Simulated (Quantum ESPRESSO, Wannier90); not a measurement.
## Wannier functions of Ag2S (anti-fluorite)

```yaml
crystal:
  lattice:
    - [0.00000, 3.12399, 3.12399]
    - [3.12399, 0.00000, 3.12399]
    - [3.12399, 3.12399, 0.00000]
  atoms:
    - { symbol: Ag, position: [0.75000, 0.75000, 0.75000] }
    - { symbol: Ag, position: [0.25000, 0.25000, 0.25000] }
    - { symbol: S, position: [0.00000, 0.00000, 0.00000] }
```

Cell from Materials Project (mp-1229090), symmetrised, no further relaxation. Not found in the COD (Crystallography Open Database) copy used, which has the formula in other groups; not checked further. Method: LDA plane waves in Quantum ESPRESSO 7.5 (PseudoDojo norm-conserving files, 69 Ry, no spin polarisation, no spin-orbit coupling), Bloch states on a 8×8×8 mesh through Γ, Wannier90 4.0.1. Density: 8×8×8 mesh, cold smearing 0.01 Ry.

Base run: 13 functions from bands 10-34 of the 34 computed, start hydrogen-like Ag: d; S: p, centres 0.05 Å off the atoms, frozen window up to -0.05 eV relative to the Fermi level, outer window open. One setting was then changed (edges relative to the Fermi level; misfit to pw.x on a path, for states up to 0.0 eV relative to the Fermi level).

| run | Ω_I (Å²) | rms misfit (meV) | worst (meV) |
|---|---|---|---|
| base | 17.06 | 45 | 537 |
| changed | 9.86 | 733 | 2304 |

**Question.** Which change was made?
A) only the lowest 15 of the kept bands
B) frozen window to -3.05 eV
C) no frozen window
D) outer window to 0.30 eV
E) only the lowest 19 of the kept bands

**Answer.** C, no frozen window. The others give:

| run | Ω_I (Å²) | rms misfit (meV) | worst (meV) |
|---|---|---|---|
| frozen window to -3.05 eV | 13.74 | 196 | 1439 |
| outer window to 0.30 eV | 17.06 | 44 | 526 |
| only the lowest 15 of the kept bands | 17.06 | 45 | 545 |
| only the lowest 19 of the kept bands | 17.06 | 47 | 552 |
